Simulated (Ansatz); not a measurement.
Relaxed-ion elastic tensor of C in space group P4_2/mmc (No. 131; C on 2e, C on 4i) in GPa (Voigt order), plane-wave PAW PBEsol (Ansatz code); density 3.01 g/cm³, 6.63 Å³ per atom.

```
 732  51.8   105   0.0   0.0   0.0
51.8   732   105   0.0   0.0   0.0
 105   105  1170   0.0   0.0   0.0
 0.0   0.0   0.0  76.9   0.0   0.0
 0.0   0.0   0.0   0.0  76.9   0.0
 0.0   0.0   0.0   0.0   0.0  67.3
```

Is the crystal mechanically stable?

Yes: the smallest eigenvalue of C is 67.3 GPa.

Work out the Voigt, Reuss and Hill averages.

K_V = 351, K_R = 331, K_H = 341; G_V = 203, G_R = 108, G_H = 156 GPa.

Give Young's modulus, Poisson's ratio, Pugh's ratio and the universal anisotropy index.

E = 9KG/(3K + G) = 405 GPa; ν = 0.30; K/G = 2.19 (ductile by the Pugh limit of 1.75); A_U = 5G_V/G_R + K_V/K_R − 6 = 4.42.

Estimate the sound speeds and the Debye temperature.

v_l = √((K + 4G/3)/ρ) = 13500 m/s, v_t = √(G/ρ) = 7190 m/s, mean 8040 m/s; Θ = (h/k)(3n/4πV)^(1/3) v_m = 1270 K.

Solve the Christoffel equation for the three sound speeds along x, y, z.

Eigenvalues of C_ijkl n_j n_l equal ρv². In km/s, slowest first: x 4.73, 5.06, 15.61; y 4.73, 5.06, 15.61; z 5.06, 5.06, 19.76.

How much does each axis shrink under pressure?

Linear compressibilities β_i = Σ_j S_ij (j = 1 to 3): x 1.2, y 1.2, z 0.64 per TPa.

The start of the workflow was typed in or built on a structure type; neither database checked (COD, Materials Project) lists it. It is not the phase usual at ambient conditions (space group No. 194, 227). The cell was relaxed with PBEsol under the symmetry of its start; of distortions, only those at the zone centre were tested. As this level gives no gap, shear constants depend on the k-mesh and smearing (Fermi–Dirac, 0.1 eV here).

Potentials: the later of the program's two PAW sets.
